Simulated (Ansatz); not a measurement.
Data:

SiO$_{2}$ (rutile)

```xyz
12
Lattice="8.4718 0.0000 0.0000 0.0000 4.2359 0.0000 0.0000 0.0000 2.6899" Properties=species:S:1:pos:R:3 pbc="T T T"
Si     2.1179     2.1179     1.3450
Si     6.3538     2.1179     1.3450
Si     0.0000     0.0000     0.0000
Si     4.2359     0.0000     0.0000
O      3.4183     3.4183     1.3450
O      7.6542     3.4183     1.3450
O      1.3004     2.9355     0.0000
O      5.5362     2.9355     0.0000
O      2.9355     1.3004     0.0000
O      7.1714     1.3004     0.0000
O      0.8176     0.8176     1.3450
O      5.0535     0.8176     1.3450
```

The atoms are displaced by Q × the pattern below (from a DFPT mode at X = (0.5, 0.0, 0.0), largest move 1; Q in Å), at fixed cell. It is one choice among 2 degenerate patterns. (q is in reciprocal vectors of the primitive cell; the cell shown is doubled to hold the pattern.)

| atom | x | y | z |
|---|---|---|---|
| Si3 | -0.959 | -0.237 | 0.000 |
| Si4 | 0.959 | 0.237 | 0.000 |
| O5 | -0.711 | -0.584 | 0.000 |
| O6 | 0.711 | 0.584 | 0.000 |
| O7 | 0.781 | -0.624 | 0.000 |
| O8 | -0.781 | 0.624 | 0.000 |
| O9 | -0.781 | 0.624 | 0.000 |
| O10 | 0.781 | -0.624 | 0.000 |
| O11 | 0.711 | 0.584 | 0.000 |
| O12 | -0.711 | -0.584 | 0.000 |

Atoms not listed stay in place.

Computed with PBE (plane waves to 420 eV, PAW, scalar-relativistic; Ansatz, a program for electronic structure). k mesh 4×8×12 (Γ-centred), Fermi-Dirac smearing 0.05 eV. The energy includes the smearing's −TS. As the smearing reaches across the gap at some points, energies and forces of such displacements shift with the k mesh and the smearing. SiO2 was relaxed with its symmetry unable to fall. The PAW data are Ansatz's earlier set. ΔE is measured from the undisplaced structure.

The scan covers Q from -0.280 to 0.280 Å in 13 points.

Which space group does the distorted structure have?

P2/m (No. 10), lowered from P4_2/mnm.

What is the energy change at Q = 0.280 Å?

20328 meV/cell.

What harmonic wavenumber does the curvature at Q = 0 give?

951 cm⁻¹.

(A displaced cell: forces are minus the slopes of the energy, force constants its curvatures, and phonons follow from these.)
